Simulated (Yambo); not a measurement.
Yambo run on KHgF3 (space group Cmmm, No. 65, within 0.06 Å of Pm-3m). The wavefunctions are norm-conserving LDA (Quantum ESPRESSO, 84 Ry, without SOC) ones on a 2×2×2 mesh (25 occupied bands); a = 4.5326 Å, b = 4.5326 Å, c = 4.5244 Å, α = 90.00°, β = 90.00°, γ = 90.11°.

Yambo input:

```
rim_cut
gw0
dyson
el_el_corr
HF_and_locXC
ppa
em1d
RandQpts= 1000000
RandGvec= 1 Ry
EXXRLvcs= 84 Ry
VXCRLvcs= 336 Ry
Chimod= "HARTREE"
% BndsRnXp
 5 | 112 |
%
NGsBlkXp= 3 Ry
% LongDrXp
 1.0 | 1.0 | 1.0 |
%
PPAPntXp= 27.2114 eV
% GbndRnge
 1 | 112 |
%
GTermKind= "BG"
DysSolver= "n"
ExtendOut
% QPkrange
 1 | 1 | 25 | 26 |
 6 | 6 | 25 | 25 |
%
```

k points by index: 1 = Γ, 6 = (-0.5, -0.5, -0.5).

Table of the .qp output:

```
#    K-point    Band    Eo [eV]    E [eV]    E-Eo [eV]    Vxc [eV]    Vnlxc [eV]    Sc|Eo [eV]    Sc|E [eV]    dSc/dw|Eo [eV]    Re(Z)    Im(Z)
#
    1    25    -2.574417    -4.549439    -1.975022    -21.50939    -29.28206    5.319641    5.797648    -6.586713    0.805110    0.002239
    1    26    0.305012    1.558029    1.253018    -13.40133    -8.873874    -3.058351    -3.274443    -4.692498    0.852917    -0.969775E-3
    6    25    0.000000    -1.200081    -1.200081    -24.82099    -30.23925    3.945374    4.218175    -6.184807    0.814802    -0.001568
```
(The two width columns are left out.) Convergence of these settings isn't established.

Geometry of the Materials Project entry, not relaxed at this level.
